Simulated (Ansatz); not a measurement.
Generalised stacking fault of ZnS (zinc blende) on the {111} plane, glide cut. The cell below holds the perfect crystal with the plane normal along z; tilting its third vector by the shift puts one fault into each cell, between planes 0.79 Å apart, at fixed cell height.

```yaml
crystal:
  lattice:
    - [3.84909, 0.00000, 0.00000]
    - [1.92455, 3.33341, 0.00000]
    - [0.00000, 0.00000, 9.42831]
  atoms:
    - { symbol: S, position: [0.66667, 0.66667, 0.04167] }
    - { symbol: S, position: [0.33333, 0.33333, 0.37500] }
    - { symbol: S, position: [0.00000, 0.00000, 0.70833] }
    - { symbol: Zn, position: [0.00000, 0.00000, 0.95833] }
    - { symbol: Zn, position: [0.66667, 0.66667, 0.29167] }
    - { symbol: Zn, position: [0.33333, 0.33333, 0.62500] }
```

In-plane vectors a = (3.849, 0.000) Å, b = (1.925, 3.333) Å, area 12.83 Å². The shift is s times the vector a + b (length 6.667 Å), so s = 1 restores the start. Atoms relax along the normal only. γ = [E(shift) − E(0)] / area.

All values below come from PBE (plane waves to 420 eV, PAW, scalar-relativistic; Ansatz, a program for electronic structure). k mesh 8×8×3 (Γ-centred), Fermi-Dirac smearing 0.05 eV. Energies are extrapolated to zero smearing. Some relaxations began with atoms very close together and may have settled on another branch. Faults lie only 9.4 Å apart, and holding the cell height raises γ above its relaxed value. ZnS was relaxed with its symmetry unable to fall. γ is measured from zero shift.

```
s      γ (mJ/m²)
-----  ---------
0.000          0
0.083       1212
0.167       2967
0.250       3904
0.333       4198
0.417       3904
0.500       2967
0.583       1218
0.667         14
0.750   withheld
0.833        727
0.917        464
```

**Question.** Fit a Fourier form (three harmonics of 1 − cos and sin) to the given rows and predict γ at s = 0.750.

**Answer.** Least squares on the 11 given rows: γ = (1058.8)·[1 − cos(2πs)] + (1817.7)·sin(2πs) + (318.6)·[1 − cos(4πs)] + (-560.3)·sin(4πs) + (431.9)·[1 − cos(6πs)] + (-32.0)·sin(6πs), in mJ/m²; root-mean-square residual 58.4 mJ/m². At 0.750 the fit gives 278 mJ/m²; the calculation gives 472 mJ/m², so the interpolation is off by -194 (-41.1 %). 

(The slope of γ gives the shear force per area between the displaced halves; near zero shift its curvature is an elastic stiffness.)
